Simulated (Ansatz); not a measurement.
WS$_{2}$:
```
CELL_PARAMETERS angstrom
      6.43856     1.62239     0.00000
     -6.43856     1.62239     0.00000
     -2.13824     0.00000     5.29621
ATOMIC_POSITIONS crystal
  S  0.85737 0.14263 0.17522
  S  0.39302 0.60698 0.71072
  S  0.60698 0.39302 0.28928
  S  0.14263 0.85737 0.82478
  W  0.24447 0.75553 0.29883
  W  0.75553 0.24447 0.70117
```

Relaxed with r²SCAN+D4. Special points in fractions of this cell's reciprocal vectors: Γ (0.000, 0.000, 0.000); C (0.268, 0.268, 0.000); C2 (-0.268, 0.732, 0.000); Y2 (-0.500, 0.500, 0.000); M2 (-0.500, 0.500, 0.500); D (-0.253, 0.747, 0.500); D2 (0.253, 0.253, 0.500); A (0.000, 0.000, 0.500); L2 (0.000, 0.500, 0.500); V2 (0.000, 0.500, 0.000).

### Question
List the band energies nearest the Fermi level at these points for r²SCAN+D4 (plane waves, PAW; program Ansatz).

### Answer
In eV from the Fermi level; about four levels below and three above (degenerate sets whole), none deeper than 8.9 eV; points with the same levels are listed once.

| k | below | above |
|---|---|---|
| Γ | -0.60 -0.34 -0.23 -0.04 | 1.20 2.37 3.01 |
| C | -2.51 -1.91 -1.49 -1.15 | 2.47 2.67 2.79 |
| Y2 | -1.28 -0.25 -0.24 -0.21 | 0.46 1.19 2.21 |
| M2 | -1.15 -0.87 -0.17 -0.07 | 0.68 2.82 3.26 |
| D | -2.41 -2.35 -1.07 -0.80 | 2.42 2.42 3.36 |
| A | -1.07 -0.85 -0.41 -0.08 | 0.69 2.76 3.03 |
| L2 | -2.49 -2.10 -1.14 -0.79 | 2.40 2.42 3.29 |
| V2 | -2.29 -2.11 -1.44 -1.21 | 2.58 2.61 2.78 |

Space group C2/m. The start of the workflow was typed in or built on a structure type; neither database checked (COD, Materials Project) lists it. It is not the phase usual at ambient conditions (space group No. 194). The r²SCAN+D4 relaxation kept the symmetry of its start; its stability against distortions is not shown here. The workflow began spin-polarised and lost its moments. Spin–orbit coupling is left out wherever it is not named.

Potentials: the later of the program's two PAW sets.
